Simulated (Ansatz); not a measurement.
Input and command of a calculation in Ansatz (plane waves; scalar-relativistic PAW potentials unless the input names others):

```yaml
crystal:
  lattice:
    - [0.0, 4.2464524389, 4.2464524389]
    - [4.2464524389, 0.0, 4.2464524389]
    - [4.2464524389, 4.2464524389, 0.0]
  atoms:
    - { symbol: K, position: [0.25, 0.25, 0.25] }
    - { symbol: K, position: [0.75, 0.75, 0.75] }
    - { symbol: Mn, position: [0.0, 0.0, 0.0], spin: 3.7 }
    - { symbol: Ag, position: [0.5, 0.5, 0.5] }
    - { symbol: F, position: [0.2284186052, 0.2284186052, 0.7715813948] }
    - { symbol: F, position: [0.2284186052, 0.7715813948, 0.7715813948] }
    - { symbol: F, position: [0.7715813948, 0.7715813948, 0.2284186052] }
    - { symbol: F, position: [0.2284186052, 0.7715813948, 0.2284186052] }
    - { symbol: F, position: [0.7715813948, 0.2284186052, 0.7715813948] }
    - { symbol: F, position: [0.7715813948, 0.2284186052, 0.2284186052] }
basis:
  ecutwfc: 420
kpoints:
  mp_grid: { grid: [8, 8, 8] }
hamiltonian:
  xc: pbe
scf:
  occupations: { method: gaussian, width: 0.1 }
  mixing: { preconditioner: kerker_dos, algorithm: broyden, beta: 0.7 }
output:
  forces: true
  eigenvalues: true
  stress: true
magnetization:
  spin_polarized: true
```

```bash
ansatz run input.yaml --threads 2 --pin off --max-ram 5120MiB --backend cpu --events-out ev --progress --plain --runs-dir out
```

Abridged log:
```
Pseudopotentials: kind: paw
Pseudopotential: K, paw, valence charge 9, recommended cutoff 420 eV (normal)
Pseudopotential: Mn, paw, valence charge 15, recommended cutoff 420 eV (normal)
Pseudopotential: Ag, paw, valence charge 19, recommended cutoff 420 eV (normal)
Pseudopotential: F, paw, valence charge 7, recommended cutoff 420 eV (normal)
Functional definition: PBE
Crystal: 10 atoms, lattice volume = 153.147 Å³
Basis set: ecut = 420 eV, 2975 PW (Γ), exchange–correlation on 90×90×90 points (8 copies of the dense FFT grid, shifted against one another)
Bands: 59, of which v1, the nominal top of the filled ones, is band 47 counted from 1 (46 counted from 0)
Symmetry: 48 space group operations
Space group: Fm-3m (ITA 225), of the structure as read, at distance tolerance 5.4e-5 Å
Magnetic group: BNS 225.116 (UNI 1618), of the structure as read, at distance tolerance 5.4e-5 Å
k-points: 29 of 512
Initial density: superposition of atomic densities (chi_scale 0.1, normalization cell, long waves kept (reshape's long-wave potential 0.02 eV rms))
Starting moments: Σ|m| = 3.7 μB on 1 of 10 sites
Initial wavefunctions: pseudopotential atomic-orbital guess
Functional: x = pbe(κ = 0.804, μ = 0.21951497), c = pbe(β = 0.06672455)
spin=Collinear: DOS-adaptive Kerker preconditioning applied to the charge; magnetization (m = ρ↑ − ρ↓) channel mixes plain (no charge-response kernel on spin).
SCF iter   1: F=—  HF=-19433.900020 eV  |F-HF|=—  |Δ(HF+E_count)|=         —  Δρ=1.08e-1 (↑1.08e-1 ↓9.00e-2) dr2=4.93e1  dr2_m=8.73e-1  M=4.000 μB ∫|m|=4.202 μB  β_m=1.00  ethr=3.10e-3  ⟨swp⟩=6.8  Hψ=13331  notcnv=0  defer=67
Mixer restart at iter 1: flushing history
SCF iter   2: F=—  HF=-19429.068170 eV  |F-HF|=—  |Δ(HF+E_count)|=    4.83e0  Δρ=8.92e-2 (↑8.92e-2 ↓7.96e-2) dr2=2.52e1  dr2_m=1.48e-1  M=4.000 μB ∫|m|=4.618 μB  β_m=1.00  ethr=3.10e-3  ⟨swp⟩=5.0  Hψ=9385  notcnv=0  defer=341  κ⁻¹=1.0e0(r=1)
SCF iter   3: F=—  HF=-19421.843430 eV  |F-HF|=—  |Δ(HF+E_count)|=    7.22e0  Δρ=1.24e-2 (↑1.24e-2 ↓7.20e-3) dr2=5.20e-1  dr2_m=4.64e-2  M=4.000 μB ∫|m|=4.196 μB  β_m=1.00  ethr=3.10e-3  ⟨swp⟩=3.8  Hψ=7765  notcnv=0  defer=318  κ⁻¹=1.1e-2(r=2)
SCF iter   4: F=—  HF=-19421.758974 eV  |F-HF|=—  |Δ(HF+E_count)|=   8.45e-2  Δρ=7.47e-3 (↑7.47e-3 ↓3.63e-3) dr2=1.18e-1  dr2_m=1.50e-2  M=4.000 μB ∫|m|=4.283 μB  β_m=1.00  ethr=5.53e-4  ⟨swp⟩=2.7  Hψ=6837  notcnv=0  defer=320  κ⁻¹=3.3e-3(r=3)
SCF iter   5: F=—  HF=-19421.754675 eV  |F-HF|=—  |Δ(HF+E_count)|=   4.30e-3  Δρ=1.62e-3 (↑1.62e-3 ↓1.29e-3) dr2=1.11e-2  dr2_m=2.35e-4  M=4.000 μB ∫|m|=4.255 μB  β_m=1.00  ethr=1.25e-4  ⟨swp⟩=2.2  Hψ=7017  notcnv=0  defer=317  κ⁻¹=2.2e-4(r=4)
SCF iter   6: F=—  HF=-19421.758772 eV  |F-HF|=—  |Δ(HF+E_count)|=   4.10e-3  Δρ=4.47e-4 (↑4.47e-4 ↓3.61e-4) dr2=9.77e-4  dr2_m=1.72e-5  M=4.000 μB ∫|m|=4.265 μB  β_m=1.00  ethr=1.18e-5  ⟨swp⟩=2.0  Hψ=5177  notcnv=0  defer=317  κ⁻¹=1.2e-5(r=5)
SCF iter   7: F=—  HF=-19421.759278 eV  |F-HF|=—  |Δ(HF+E_count)|=   5.06e-4  Δρ=1.17e-4 (↑9.94e-5 ↓1.17e-4) dr2=6.30e-5  dr2_m=5.53e-7  M=4.000 μB ∫|m|=4.262 μB  β_m=1.00  ethr=1.04e-6  ⟨swp⟩=2.0  Hψ=4820  notcnv=0  defer=317  κ⁻¹=6.4e-7(r=6)
SCF iter   8: F=—  HF=-19421.759350 eV  |F-HF|=—  |Δ(HF+E_count)|=   7.19e-5  Δρ=3.02e-5 (↑3.02e-5 ↓2.72e-5) dr2=7.47e-6  dr2_m=6.05e-8  M=4.000 μB ∫|m|=4.261 μB  β_m=1.00  ethr=6.70e-8  ⟨swp⟩=2.2  Hψ=5758  notcnv=0  defer=317  κ⁻¹=5.8e-8(r=7)
SCF iter   9: F=—  HF=-19421.759350 eV  |F-HF|=—  |Δ(HF+E_count)|=   5.60e-7  Δρ=9.99e-6 (↑9.99e-6 ↓8.81e-6) dr2=4.12e-7  dr2_m=6.25e-9  M=4.000 μB ∫|m|=4.261 μB  β_m=1.00  ethr=7.95e-9  ⟨swp⟩=2.0  Hψ=4876  notcnv=0  defer=317  κ⁻¹=8.6e-9(r=8)
SCF iter  10: F=—  HF=-19421.759351 eV  |F-HF|=—  |Δ(HF+E_count)|=   2.98e-7  Δρ=8.82e-6 (↑8.82e-6 ↓5.06e-6) dr2=2.26e-7  dr2_m=7.07e-9  M=4.000 μB ∫|m|=4.261 μB  β_m=1.00  ethr=4.38e-10  ⟨swp⟩=2.0  Hψ=6095  notcnv=0  defer=317  κ⁻¹=2.8e-9(r=8)
SCF iter  11: F=—  HF=-19421.759351 eV  |F-HF|=—  |Δ(HF+E_count)|=   1.54e-7  Δρ=1.50e-6 (↑1.50e-6 ↓1.10e-6) dr2=1.05e-8  dr2_m=1.87e-10  M=4.000 μB ∫|m|=4.261 μB  β_m=1.00  ethr=2.41e-10  ⟨swp⟩=2.0  Hψ=5672  notcnv=0  defer=317  κ⁻¹=2.2e-8(r=8)
SCF iter  12: F=-19421.759351 eV  HF=-19421.759351 eV  |F-HF|=9.93e-10  |Δ(HF+E_count)|=   1.54e-8  Δρ=6.36e-7 (↑6.36e-7 ↓5.10e-7) dr2=1.15e-9  dr2_m=1.93e-11  M=4.000 μB ∫|m|=4.261 μB  ethr=1.12e-11  ⟨swp⟩=10.7  Hψ=15839  notcnv=0
SCF 1 converged in 12 iterations: F = -19421.759351 eV  dr2 = 1.15e-9
this state was not tested for a lower state beside it, because the mixer in use, unlike msr1, does not test its closes by its own steps (another_mixer; see scf.mixing.algorithm and scf.lower_state_search)
SCF converged after 12 iterations
Magnetization: 4.0000 μB (49.0000 up, 45.0000 down)
Absolute magnetization: 4.2671 μB (∫|ρ↑−ρ↓|, with the PAW one-centre terms)
Spin contamination: 0.1004 ħ² per cell (⟨S²⟩ above its minimum at these occupations)
Per-site moments (μB) at R_I (Å): [(0.00110938, 1.24091723), (0.00110938, 1.24091723), (3.35219469, 0.80022421), (-0.08216880, 0.95143741), (0.02675712, 0.80022421), (0.02675712, 0.80022421), (0.02675712, 0.80022421), (0.02675712, 0.80022421), (0.02675712, 0.80022421), (0.02675712, 0.80022421)]
Free energy (F): -19421.759351 eV
Harris-Foulkes:  -19421.759351 eV  (|F-HF|=9.93e-10)
Internal energy: -19421.749059 eV  (E = F + TS)
E sigma→0 (E₀):  -19421.754205 eV
Entropy (-TS):   -0.010292 eV (-1.029 meV/atom)
Fermi energy:    6.742122 eV
--- Forces (eV/Å), atoms counted from 1 ---
  atom   1  K      0.00000000     0.00000000     0.00000000
  atom   2  K      0.00000000     0.00000000     0.00000000
  atom   3  Mn     0.00000000     0.00000000     0.00000000
  atom   4  Ag     0.00000000     0.00000000     0.00000000
  atom   5  F      0.00000000     0.00000000     0.00120016
  atom   6  F     -0.00120016     0.00000000     0.00000000
  atom   7  F      0.00000000     0.00000000    -0.00120016
  atom   8  F      0.00000000     0.00120016     0.00000000
  atom   9  F      0.00000000    -0.00120016     0.00000000
  atom  10  F      0.00120016     0.00000000     0.00000000
--- Stress (GPa, compression-positive) ---
        3.549832       0.000000       0.000000
        0.000000       3.549832       0.000000
        0.000000       0.000000       3.549832
  P = ⅓ Tr σ = 3.5498 GPa (35.498 kbar)
```

Apart from outputs, empty bands and the relaxation, which only the reference makes, the input differs from a reference run on usual settings in scf.mixing.preconditioner: not typed → "kerker_dos"; scf.mixing.algorithm: not typed → "broyden"; scf.mixing.beta: not typed → 0.7. The reference, at the same geometry, ended its own course with pressure 3.55 GPa, largest force 0.001 eV/Å, no gap on the mesh. This run converged in 12 SCF iterations with an energy at zero smearing within 0.01 meV/atom of the reference's, pressure 3.55 GPa, largest force 0.001 eV/Å, no gap on the mesh.

Moments start parallel, and another magnetic order may lie lower. No Hubbard U is used, which oxides and halides of open 3d shells often need for their gap.

Time: 36 s on 2 threads of AMD EPYC (Zen 3) (shared host), peak memory 0.78 GiB.